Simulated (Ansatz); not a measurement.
# Property card for Ag

Ag:
```
Ag
1.0
   -2.59890     2.59890     1.36186
    2.59890    -2.59890     1.36186
    2.59890     2.59890    -1.36186
Ag
2
Direct
  0.00000   0.00000   0.00000
  0.75000   0.25000   0.50000
```

Space group I4_1/amd (No. 141), β-Sn type; conventional cell a = 5.198 Å, b = 5.198 Å, c = 2.724 Å, α = 90.00°, β = 90.00°, γ = 90.00°.

Method: PBEsol in the plane-wave PAW code Ansatz. The cell and atoms are relaxed at this level. Other levels are named where they apply.

Cell and energy:

```
Quantity              Value
---------------  ----------
Volume per atom    18.40 Å³
Density          9.74 g/cm³
```

Electronic structure:

```
Item                                                                        Result
------------------------------------  --------------------------------------------
Electronic character                                             metallic (no gap)
Density of states at the Fermi level  0.26 states/eV per atom (mean over ±0.08 eV)
Gap with spin–orbit coupling                                       none (metallic)
```

Mechanics:

```
Property                              Result
----------------------------------  --------
Bulk modulus (Birch–Murnaghan fit)  96.4 GPa
Pressure derivative B′                   5.6
```

Phonons:

```
Item                                           Result
-----------------------------  ----------------------
Highest zone-centre frequency                177 cm⁻¹
Zone-centre stability          no imaginary mode at Γ
```

The start of the workflow was typed in or built on a structure type; neither database checked (COD, Materials Project) lists it. It is not the phase usual at ambient conditions (space group No. 225). The cell was relaxed with PBEsol under the symmetry of its start. No spin polarisation was allowed. As this level gives no gap, phonon frequencies hold no LO–TO term and depend on the k-mesh and smearing (Fermi–Dirac, 0.1 eV here). Axis ratios of metals converge slowly with the k-mesh, so a and c are less sure than the volume. Spin–orbit coupling is left out wherever it is not named.

Potentials: the later of the program's two PAW sets.
